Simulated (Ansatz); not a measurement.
Data:

MgH2:
```yaml
crystal:
  lattice:
    - [4.42055, 0.00000, 0.00000]
    - [0.00000, 5.33941, 0.00000]
    - [0.00000, 0.00000, 4.84286]
  atoms:
    - { symbol: Mg, position: [0.50000, 0.83082, 0.75000] }
    - { symbol: Mg, position: [0.50000, 0.16918, 0.25000] }
    - { symbol: Mg, position: [0.00000, 0.66918, 0.25000] }
    - { symbol: Mg, position: [0.00000, 0.33082, 0.75000] }
    - { symbol: H, position: [0.73034, 0.89427, 0.42106] }
    - { symbol: H, position: [0.26966, 0.10573, 0.57894] }
    - { symbol: H, position: [0.76966, 0.60573, 0.92106] }
    - { symbol: H, position: [0.23034, 0.39427, 0.07894] }
    - { symbol: H, position: [0.23034, 0.60573, 0.57894] }
    - { symbol: H, position: [0.76966, 0.39427, 0.42106] }
    - { symbol: H, position: [0.26966, 0.89427, 0.07894] }
    - { symbol: H, position: [0.73034, 0.10573, 0.92106] }
```

This is the LDA-relaxed structure. Tensor components refer to the Cartesian frame of this cell.

Task: All from DFT-LDA in the program Ansatz with PAW potentials, unless another level is named. Give the zero-point energy.

Result: 137.7 meV/atom.

Task: And the bulk modulus (Birch–Murnaghan fit)?

Result: 50.9 GPa.

Task: Next, the vibrational entropy at 300 K?

Result: 10.6 J/(K·mol of atoms).

Task: Predict the elastic constants (relaxed ions, GPa).

Result: C11 = 83.4, C22 = 89.7, C33 = 104, C12 = 35.9, C13 = 37.2, C23 = 18.8, C44 = 34.2, C55 = 38.2, C66 = 40.5.

Space group Pbcn. The workflow started from a Materials Project entry (that database holds measured and hypothetical structures alike); the Crystallography Open Database copy checked does not list it. It is not the phase usual at ambient conditions (space group No. 136). The cell was relaxed with LDA under the symmetry of its start; phonons on a q-mesh show no instability.

Potentials: the later of the program's two PAW sets.
